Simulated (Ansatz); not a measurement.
Mn:
```
CELL_PARAMETERS angstrom
      2.80358     0.00000     0.00000
      0.00000     2.80358     0.00000
      0.00000     0.00000     3.70742
ATOMIC_POSITIONS crystal
  Mn 0.00000 0.00000 0.00000
  Mn 0.50000 0.50000 0.50000
```
Starting moments (μB, in the order of the atoms Mn Mn): 3.9 -3.9.

Relaxed with r²SCAN. Special points in fractions of this cell's reciprocal vectors: Γ (0.000, 0.000, 0.000); X (0.000, 0.500, 0.000); M (0.500, 0.500, 0.000); Z (0.000, 0.000, 0.500); R (0.000, 0.500, 0.500); A (0.500, 0.500, 0.500).

Q: List the band energies nearest the Fermi level at these points for plane-wave PAW r²SCAN (Ansatz code).

A: In eV from the Fermi level; about four levels below and three above (degenerate sets whole), none deeper than 8.9 eV; points with the same levels are listed once.

```csv
k,below,above
Γ ↑,-4.76 -2.81 -2.81 -2.37,0.44 0.95 2.22 2.22
X ↑,-3.04 -2.50 -0.48 -0.46,0.50 1.43 1.98
M ↑,-4.19 -4.19 -1.86 -0.21,0.88 0.88 1.75 1.75
Z ↑,-2.90 -2.72 -2.72 -2.33,0.06 1.55 1.55
R ↑,-2.82 -1.15 -1.05 -0.72,0.71 1.95 2.22
A ↑,-1.97 -1.85 -1.13 -1.13,2.51 3.50 6.84 6.84
```

Space group I4/mmm (body-centred tetragonal). A made-up cell: these elements were put on the sites of a structure type; neither database checked (COD, Materials Project) lists it. It is not the phase usual at ambient conditions (space group No. 217). The cell keeps a stress of up to 0.2 GPa. The cell was relaxed with r²SCAN under the symmetry of its start, as lowered by the spin order; whether a distortion lowers the energy is not shown. Spin order of the final state: antiferromagnetic, chosen from 3 collinear starts compared on coarse meshes (ties went to the first, and starts can fall back to one state), not a proven ground state. Other orbital occupations within this spin state were not tried. For itinerant 3d metals, meta-GGAs of the SCAN family and hybrids are commonly reported to give too large moments. Point labels and valley counts follow the cell and symmetry of the run, lower than the named group.

Potentials: the later of the program's two PAW sets.
